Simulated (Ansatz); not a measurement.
Starting cell, SnSe₂ (CdI2 type):

```
SnSe2
1.0
    7.68056     0.00000     0.00000
   -1.92014     3.32578     0.00000
    0.00000     0.00000     6.00569
Sn Se
2 4
Direct
  0.00000   0.00000   0.00000
  0.50000   0.00000   0.00000
  0.16667   0.66667   0.26533
  0.66667   0.66667   0.26533
  0.33333   0.33333   0.73467
  0.83333   0.33333   0.73467
```

Scan: atom 1 (Sn, nearest neighbour Se at 2.730 Å; its periodic images, 3.8 Å or more away, move with it) is displaced along Cartesian x, direction (1.000, 0.000, 0.000) in Cartesian axes, by s. The other atoms stay.

Level of theory: PBE-D3(BJ) (plane waves to 420 eV, PAW, scalar-relativistic; Ansatz, an electronic-structure program). k mesh 4×8×5 (Γ-centred), Fermi-Dirac smearing 0.05 eV. E stands for the smeared free energy. SnSe2 was relaxed with its symmetry unable to fall. ΔE is measured from the undisplaced structure.

The scan covers s from -0.270 to 0.270 Å in 11 points.

Problem. Is the energy the same for equal positive and negative displacements?

Solution. Even: the same for both signs. With its periodic images moving along, the atom's site symmetry in this cell is 2/m.

Problem. What is the force constant k = d²E/ds² of this move at s = 0?

Solution. 8.48 eV/Å².

(A displaced cell: forces are minus the slopes of the energy, force constants its curvatures, and phonons follow from these.)
